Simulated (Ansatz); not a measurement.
CsLiMnS$_{2}$ in space group I-4m2 (No. 119; Cs on 2a, Li on 2d, Mn on 2c, S on 4e), DFT-r²SCAN in the program Ansatz with PAW potentials. The conduction-band minimum lies at X, with 2 equivalent valleys. Second derivatives d²E/dk² of the lowest band at one valley (eV·Å²), along Cartesian directions:

| direction | d²E/dk² |
|---|---|
| [100] | 6.817 |
| [010] | 6.817 |
| [001] | 7.773 |
| [110] | 5.326 |
| [101] | 7.297 |
| [011] | 7.297 |

Question: Find the principal effective masses, the density-of-states mass and the conductivity mass.

Answer: Off-diagonal terms follow from H_xy = H[110] − (H_xx + H_yy)/2, and m*/mₑ = 7.620 eV·Å² over each eigenvalue: 0.92, 0.98, 1.4. One valley's DOS mass (m₁m₂m₃)^(1/3) = 1.1, conductivity mass 3/(Σ 1/mᵢ) = 1.1 mₑ.

Question: What effective density of states Nc follows at 300 K for parabolic valleys?

Answer: Nc = 2.509e19 × 2 × (1.1)^(3/2) / 2 (one spin channel) ≈ 2.9e19 cm⁻³.

The workflow started from a Materials Project entry (that database holds measured and hypothetical structures alike); the Crystallography Open Database copy checked does not list it. With Li and Mn taken as one species the cell has the higher symmetry I4/mmm, so it may be an ordered model of a mixed-site phase. Whether it is the stable phase at ambient conditions was not checked. Symmetry was held in the r²SCAN relaxation; its stability against distortions is not shown here. Spin order of the final state: ferromagnetic, the only order run, not a proven ground state. The cell computed holds one magnetic atom, so no antiferromagnetic order was within reach. Other orbital occupations within this spin state were not tried. No Hubbard U is applied. Scalar-relativistic: spin–orbit coupling is off unless named, which matters more the heavier the elements.

Potentials: the later of the program's two PAW sets.

Edges and masses are those of Kohn–Sham bands, whose gap is no quasiparticle gap.
